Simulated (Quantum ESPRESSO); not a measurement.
# Mo4Li2AlAu: input and log of a self-consistent run

A calculation, not a measurement. The program is pw.x of Quantum ESPRESSO 7.5 (plane-wave density functional theory). The cell is made up: eight metal atoms on a hexagonal close-packed lattice, with elements, volume, strain and displacements drawn at random and not relaxed, so it may be unstable or far from any real phase. PseudoDojo standard norm-conserving files set the functional (PBE unless stated); there is no spin polarisation or spin-orbit coupling, the Fermi-Dirac width of 0.25 eV means electrons at about 2900 K, and the masses in the input are unused placeholders. Heavy elements are run without spin-orbit coupling, which real alloys of them have. A spin test at this wide smearing found no moment, but such smearing suppresses magnetism that the real alloy may have.

Input:

```
&control calculation='scf', pseudo_dir='./dojo.nc.sr.pbe.v0_5.standard.upf', outdir='./o', disk_io='minimal', tprnfor=.true., tstress=.true. /
&system ibrav=0, nat=8, ntyp=4, nbnd=55, ecutwfc=79.96652505, nosym=.true., tot_charge=0,
 occupations='smearing', smearing='fd', degauss=0.0183746611
/
&electrons conv_thr=1.470e-08, electron_maxstep=70, mixing_beta=0.5 /
ATOMIC_SPECIES
Al 1.0 Al.upf
Au 1.0 Au.upf
Li 1.0 Li.upf
Mo 1.0 Mo.upf
CELL_PARAMETERS angstrom
4.2866 -2.4749 0.0
-2.8577 0.0 -4.7118
2.8577 4.9497 0.0
ATOMIC_POSITIONS angstrom
Mo -0.0092 -0.0282 0.0465
Li 1.3969 2.575 -0.1505
Mo 0.0048 1.624 -2.2688
Mo 1.3677 4.1683 -2.2949
Li 2.7441 0.0355 0.2192
Al 4.3341 2.3145 -0.2513
Au 1.5908 -0.7749 -2.4849
Mo 2.887 1.5666 -2.2965
K_POINTS automatic
5 5 4 1 1 1
```

The log is shortened where brackets say so; the opening notice, blank lines, dates and the lines on written files are dropped, and the path of the files is cut. It prints rydbergs, bohrs and kilobars, and counts compression as positive stress. Its total energy is the free energy E - TS of the whole cell.

```
     Program PWSCF v.7.5
     Parallel version (MPI & OpenMP), running on       4 processor cores
     Number of MPI processes:                 4
     Threads/MPI process:                     1
     [start-up lines left out]
     bravais-lattice index     =            0
     lattice parameter (alat)  =       9.3537  a.u.
     unit-cell volume          =     899.5285 (a.u.)^3
     number of atoms/cell      =            8
     number of atomic types    =            4
     number of electrons       =        84.00
     number of Kohn-Sham states=           55
     kinetic-energy cutoff     =      79.9665  Ry
     charge density cutoff     =     319.8661  Ry
     scf convergence threshold =      1.5E-08
     mixing beta               =       0.5000
     number of iterations used =            8  plain     mixing
     Exchange-correlation= PBE
                           (   1   4   3   4   0   0   0)
     [axes and pseudopotential details left out]
   Cartesian axes
     site n.     atom                  positions (alat units)
         1        Mo     tau(   1) = (  -0.0018587  -0.0056973   0.0093944  )
         2        Li     tau(   2) = (   0.2822160   0.5202278  -0.0304055  )
         3        Mo     tau(   3) = (   0.0009697   0.3280971  -0.4583662  )
         4        Mo     tau(   4) = (   0.2763167   0.8421226  -0.4636392  )
         5        Li     tau(   5) = (   0.5543911   0.0071721   0.0442850  )
         6        Al     tau(   6) = (   0.8756192   0.4675989  -0.0507702  )
         7        Au     tau(   7) = (   0.3213897  -0.1565532  -0.5020249  )
         8        Mo     tau(   8) = (   0.5832613   0.3165005  -0.4639624  )
     number of k points=    50  Fermi-Dirac smearing, width (Ry)=  0.0184
                       cart. coord. in units 2pi/alat
        k(    1) = (   0.1407304   0.0437510  -0.1904029), wk =   0.0400000
        k(    2) = (   0.2489858   0.2312526  -0.2560597), wk =   0.0400000
     [further k points left out]
     Dense  grid:    86893 G-vectors     FFT dimensions: (  54,  60,  64)
     Estimated max dynamical RAM per process >     255.50 MB
     Estimated total dynamical RAM >     958.37 MB
     Initial potential from superposition of free atoms
     starting charge      83.9826, renormalised to      84.0000
     Starting wfcs are   58 randomized atomic wfcs
     total cpu time spent up to now is        3.6 secs
     per-process dynamical memory:   201.2 Mb
     Self-consistent Calculation
     iteration #  1     ecut=    79.97 Ry     beta= 0.50
     Davidson diagonalization with overlap
     ethr =  1.00E-02,  avg # of iterations =  4.8
     total cpu time spent up to now is       11.6 secs
     total energy              =    -891.35761680 Ry
     estimated scf accuracy    <       1.44736765 Ry
     iteration #  2     ecut=    79.97 Ry     beta= 0.50
     Davidson diagonalization with overlap
     ethr =  1.72E-03,  avg # of iterations =  2.1
     total cpu time spent up to now is       18.7 secs
     total energy              =    -891.40336719 Ry
     estimated scf accuracy    <       2.39129631 Ry
     iteration #  3     ecut=    79.97 Ry     beta= 0.50
     Davidson diagonalization with overlap
     ethr =  1.72E-03,  avg # of iterations =  2.0
     total cpu time spent up to now is       25.4 secs
     total energy              =    -891.54837423 Ry
     estimated scf accuracy    <       4.78827959 Ry
     iteration #  4     ecut=    79.97 Ry     beta= 0.50
     Davidson diagonalization with overlap
     ethr =  1.72E-03,  avg # of iterations =  1.6
     total cpu time spent up to now is       31.3 secs
     total energy              =    -891.87997644 Ry
     estimated scf accuracy    <       0.06936574 Ry
     iteration #  5     ecut=    79.97 Ry     beta= 0.50
     Davidson diagonalization with overlap
     ethr =  8.26E-05,  avg # of iterations =  3.7
     total cpu time spent up to now is       38.8 secs
     total energy              =    -891.87276412 Ry
     estimated scf accuracy    <       0.37123061 Ry
     [iterations 6 to 9 left out]
     iteration # 10     ecut=    79.97 Ry     beta= 0.50
     Davidson diagonalization with overlap
     ethr =  2.31E-07,  avg # of iterations =  1.4
     total cpu time spent up to now is       71.0 secs
     total energy              =    -891.90101085 Ry
     estimated scf accuracy    <       0.00001545 Ry
     iteration # 11     ecut=    79.97 Ry     beta= 0.50
     Davidson diagonalization with overlap
     ethr =  1.84E-08,  avg # of iterations =  2.2
     total cpu time spent up to now is       77.9 secs
     total energy              =    -891.90101320 Ry
     estimated scf accuracy    <       0.00000114 Ry
     iteration # 12     ecut=    79.97 Ry     beta= 0.50
     Davidson diagonalization with overlap
     ethr =  1.36E-09,  avg # of iterations =  3.0
     total cpu time spent up to now is       84.6 secs
     total energy              =    -891.90101335 Ry
     estimated scf accuracy    <       0.00000011 Ry
     iteration # 13     ecut=    79.97 Ry     beta= 0.50
     Davidson diagonalization with overlap
     ethr =  1.34E-10,  avg # of iterations =  3.0
     total cpu time spent up to now is       91.8 secs
     total energy              =    -891.90101336 Ry
     estimated scf accuracy    <       0.00000001 Ry
     iteration # 14     ecut=    79.97 Ry     beta= 0.50
     Davidson diagonalization with overlap
     ethr =  1.77E-11,  avg # of iterations =  2.2
     total cpu time spent up to now is       98.6 secs
     End of self-consistent calculation
     [lines on levels left out]
!    total energy              =    -891.90101337 Ry
     estimated scf accuracy    <          1.2E-09 Ry
     smearing contrib. (-TS)   =      -0.10737671 Ry
     internal energy E=F+TS    =    -891.79363665 Ry
     The total energy is F=E-TS. E is the sum of the following terms:
     one-electron contribution =    -367.19029999 Ry
     hartree contribution      =     212.06299272 Ry
     xc contribution           =    -143.07163208 Ry
     ewald contribution        =    -593.59469730 Ry
     convergence has been achieved in  14 iterations
     Forces acting on atoms (cartesian axes, Ry/au):
     atom    1 type  4   force =    -0.01504290   -0.02108940   -0.01485805
     atom    2 type  3   force =     0.00358191   -0.02124678    0.03217888
     atom    3 type  4   force =     0.02047184    0.00230060    0.01230203
     atom    4 type  4   force =     0.03789438   -0.04268248   -0.05625387
     atom    5 type  3   force =     0.01820410   -0.01068467   -0.02495516
     atom    6 type  1   force =    -0.01580146    0.04881799    0.08584935
     atom    7 type  2   force =    -0.05311389    0.00215001    0.01053927
     atom    8 type  4   force =     0.00380602    0.04243472   -0.04480245
     Total force =     0.164985     Total SCF correction =     0.000098
     Computing stress (Cartesian axis) and pressure
          total   stress  (Ry/bohr**3)                   (kbar)     P=      -66.96
  -0.00045942  -0.00001816  -0.00006208          -67.58       -2.67       -9.13
  -0.00001816  -0.00038257   0.00019136           -2.67      -56.28       28.15
  -0.00006208   0.00019136  -0.00052347           -9.13       28.15      -77.01
     init_run     :      3.37s CPU      3.51s WALL (       1 calls)
     electrons    :     94.52s CPU     95.03s WALL (       1 calls)
     forces       :      1.08s CPU      1.09s WALL (       1 calls)
     stress       :      3.77s CPU      3.77s WALL (       1 calls)
     [timing details left out]
     PWSCF        :   1m42.80s CPU   1m43.50s WALL
     JOB DONE.
```

In other units: free energy -12134.931 eV for the cell, pressure -6.70 GPa, largest force component 2.207 eV/Å in size. The run took 105 s of wall time with four MPI processes on a shared machine (Intel Xeon, 2023 or later, virtual cores), so the time is rough. A rerun of this cell at a higher cutoff and on a denser mesh moved values by no more than 0.003 eV in energy, 0.09 GPa in stress and 0.012 eV/Å in force, and a second program with other atomic files agreed on that cell to 2 % rms in force and 0.5 GPa in pressure.